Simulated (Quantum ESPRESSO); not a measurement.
Ir4Sn2PtSc, one composition in several site orders

A calculation, not a measurement. The program is pw.x of Quantum ESPRESSO 7.5 (plane-wave density functional theory). The cell is made up: eight metal atoms on a hexagonal close-packed lattice, with elements, volume, strain and displacements drawn at random and not relaxed, so it may be unstable or far from any real phase. PseudoDojo standard norm-conserving files set the functional (PBE unless stated); there is no spin polarisation or spin-orbit coupling, the Fermi-Dirac width of 0.25 eV means electrons at about 2900 K, and the masses in the input are unused placeholders. The tin pseudopotential is less sure than most, with forces differing by about three percent from a second method on plain tin. Heavy elements are run without spin-orbit coupling, which real alloys of them have. A spin test at this wide smearing found no moment, but such smearing suppresses magnetism that the real alloy may have.

The runs put one composition on the sites in different orders. Cell, positions, cutoff, mesh and smearing stay as in the input of run 1; sites are counted in its order. Stress in the tables is positive in tension.

Input of run 1:

```
&control calculation='scf', pseudo_dir='./dojo.nc.sr.pbe.v0_5.standard.upf', outdir='./o', disk_io='medium', tprnfor=.true., tstress=.true. /
&system ibrav=0, nat=8, ntyp=4, nbnd=79, ecutwfc=84.00895049, nosym=.true., tot_charge=0,
 occupations='smearing', smearing='fd', degauss=0.0183746611
/
&electrons conv_thr=1.470e-08, electron_maxstep=70, mixing_beta=0.5 /
ATOMIC_SPECIES
Ir 1.0 Ir.upf
Pt 1.0 Pt.upf
Sc 1.0 Sc.upf
Sn 1.0 Sn.upf
CELL_PARAMETERS angstrom
2.9593 0.0 0.0
0.0 5.1257 0.0
0.0 0.0 9.4892
ATOMIC_POSITIONS angstrom
Ir -0.0429 0.1264 -0.1224
Sn 0.0254 -0.0081 4.6518
Pt 0.0311 1.9897 2.4999
Sc 0.0999 1.535 7.0953
Ir 1.4057 2.4019 -0.1015
Sn 1.5522 2.3018 4.5631
Ir 1.5943 4.1766 2.3045
Ir 1.5815 4.2942 7.0676
K_POINTS automatic
8 5 3 1 1 1
```

| run | elements on sites 1 to 8 | free energy less that of run 1 (eV) | -TS (eV) | pressure (GPa) | stress xx (GPa) | stress yy (GPa) | stress zz (GPa) | stress yz (GPa) | stress xz (GPa) | stress xy (GPa) | iterations |
| --- | --- | --- | --- | --- | --- | --- | --- | --- | --- | --- | --- |
| 1 | Ir Sn Pt Sc Ir Sn Ir Ir | 0.000 | -1.486 | -1.62 | -2.22 | -1.39 | 8.48 | 0.99 | 0.07 | 0.65 | 18 |
| 2 | Sn Sn Sc Ir Ir Pt Ir Ir | -1.985 | -1.286 | -5.11 | 1.88 | 5.87 | 7.57 | 1.81 | -0.11 | 0.44 | 20 |
| 3 | Ir Ir Sn Ir Sc Pt Ir Sn | -1.554 | -1.491 | -3.36 | -1.35 | 7.95 | 3.50 | 2.02 | 0.24 | 0.51 | 19 |
| 4 | Sn Sc Sn Ir Ir Ir Ir Pt | -1.784 | -1.315 | -3.66 | -0.08 | 5.64 | 5.42 | -0.19 | -0.58 | 0.48 | 18 |
| 5 | Sn Ir Ir Ir Pt Sc Ir Sn | -1.913 | -1.276 | -3.69 | 0.07 | 7.51 | 3.47 | -2.48 | -0.58 | 0.62 | 18 |
| 6 | Sn Sn Ir Ir Ir Pt Sc Ir | -1.479 | -1.449 | -3.17 | 0.42 | 6.24 | 2.85 | 0.05 | 0.12 | -0.18 | 19 |

Forces Fx Fy Fz (eV/Å):

| site | run 1 | run 2 | run 3 | run 4 | run 5 | run 6 |
| --- | --- | --- | --- | --- | --- | --- |
| 1 | 0.08 -0.86 0.23 | -0.06 -1.61 0.90 | 0.14 -1.13 1.63 | -0.04 -1.61 0.92 | 0.11 -0.53 3.42 | 0.13 -0.85 0.00 |
| 2 | 0.13 -3.38 -0.48 | 0.11 -1.76 0.66 | 0.25 -1.45 -0.33 | 0.16 -1.36 0.74 | 0.17 -0.57 -0.85 | 0.23 -0.67 1.66 |
| 3 | 0.44 -1.88 -3.08 | 0.23 -0.38 -2.70 | 0.33 -2.00 -1.64 | 0.48 -1.00 -2.67 | 0.38 -1.48 -1.28 | 0.35 -0.74 -3.05 |
| 4 | -0.08 1.08 1.46 | -0.17 1.38 -0.30 | -0.20 1.17 -0.77 | -0.25 1.80 -1.18 | -0.23 0.75 -0.96 | -0.24 1.44 -0.60 |
| 5 | 0.34 0.39 -0.15 | 0.38 1.04 -0.20 | 0.26 0.44 -0.40 | 0.25 0.64 0.00 | 0.33 1.29 0.22 | 0.44 0.91 0.10 |
| 6 | -0.34 3.33 1.72 | -0.25 1.12 2.17 | -0.32 1.23 2.87 | -0.28 0.85 3.52 | -0.19 0.76 1.30 | -0.35 1.07 2.77 |
| 7 | -0.42 1.87 -0.46 | -0.15 1.15 -0.39 | -0.39 1.95 -0.57 | -0.21 1.94 -0.63 | -0.35 1.03 0.64 | -0.45 -0.09 -0.71 |
| 8 | -0.16 -0.55 0.77 | -0.08 -0.93 -0.12 | -0.06 -0.21 -0.80 | -0.10 -1.26 -0.70 | -0.21 -1.24 -2.49 | -0.11 -1.07 -0.17 |

The sites are displaced and not relaxed, so the energy differences mix bonding between neighbours with strain and are not ordering energies. A rerun of one cell of this series at a higher cutoff and on a denser mesh moved values by no more than 0.009 eV in energy, 0.12 GPa in stress and 0.013 eV/Å in force, and a second program with other atomic files agreed on that cell to 2 % rms in force and 0.5 GPa in pressure.